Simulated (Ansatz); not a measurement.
Relaxation of a generated trial cell of MgS in the AFLOW prototype AB_oF8_69_a_b (B24, as in TlF); 2 atoms in the cell, which starts as Fmmm (No. 69), oF8; a = 5.1864 Å, b = 5.5018 Å, c = 6.0875 Å, α = β = γ = 90.00°. Level of theory: r2SCAN (plane waves to 500 eV, PAW, scalar-relativistic; Ansatz, a first-principles code). Γ-centred k-mesh 10×10×10 on the run's cell, Fermi–Dirac smearing 0.05 eV. This is the first round of the run. 

The optimiser's lines from the output (shortened; P is positive under compression):

```
relax step   1: F+E_penalty+E_count = -2835.21246068 eV  Δ(F+E_penalty+E_count) = +0.000e0 eV  max|allowed force component| = 1.257e-29 eV/Å  Δτ_max = 0.0000 Å  P = -9.175 GPa  Ω = 43.426 Å³  (6 SCF iters, dr2 threshold 1.00e-7 eV, accepted)
relax step   2: F+E_penalty+E_count = -2835.43141806 eV  Δ(F+E_penalty+E_count) = -2.190e-1 eV  max|allowed force component| = 1.972e-31 eV/Å  Δτ_max = 0.0000 Å  P = -5.224 GPa  Ω = 39.129 Å³  (5 SCF iters, dr2 threshold 2.00e-7 eV, accepted)
relax step   3: F+E_penalty+E_count = -2835.53759200 eV  Δ(F+E_penalty+E_count) = -1.062e-1 eV  max|allowed force component| = 2.118e-28 eV/Å  Δτ_max = 0.0000 Å  P = -1.476 GPa  Ω = 36.265 Å³  (5 SCF iters, dr2 threshold 2.00e-7 eV, accepted)
relax step   4: F+E_penalty+E_count = -2835.57720640 eV  Δ(F+E_penalty+E_count) = -3.961e-2 eV  max|allowed force component| = 1.972e-31 eV/Å  Δτ_max = 0.0000 Å  P = +0.030 GPa  Ω = 35.204 Å³  (6 SCF iters, dr2 threshold 2.00e-7 eV, accepted)
relax step   5: F+E_penalty+E_count = -2835.57732313 eV  Δ(F+E_penalty+E_count) = -1.167e-4 eV  max|allowed force component| = 0.000e0 eV/Å  Δτ_max = 0.0000 Å  P = -0.004 GPa  Ω = 35.218 Å³  (3 SCF iters, dr2 threshold 2.00e-7 eV, accepted)
relax step   6: F+E_penalty+E_count = -2835.57617583 eV  Δ(F+E_penalty+E_count) = +1.147e-3 eV  max|allowed force component| = 5.049e-29 eV/Å  Δτ_max = 0.0000 Å  P = -0.008 GPa  Ω = 35.218 Å³  stress off target by 1.08e-2 GPa  SCF on the basis re-selected at this cell (its energy is not comparable with the rows above)  (6 SCF iters)
```

From the first to the last row the energy changes by -0.18 eV/atom and the volume by -18.9 %. The last row is marked as not comparable with the walk above it, whose basis was carried along; it does compare with step 1, since both stand on a basis selected at the nominal cutoff for their own cell.

Later rounds, restarted from the end of this one on a renewed k-mesh, logged 2 more steps and released under 1 meV/atom more. The final structure after all rounds: Fm-3m (No. 225), cF8, rock salt type; a = b = c = 5.2032 Å, α = β = γ = 90.00°. Between re-selections the logged energies stand on a plane-wave basis carried along with the cell. No spin polarisation in the result.

The run could not lose the symmetry of its start; a randomly shaken copy of 4 atoms returns to this structure.

All atoms sit on sites fixed by symmetry, so only the cell could relax.
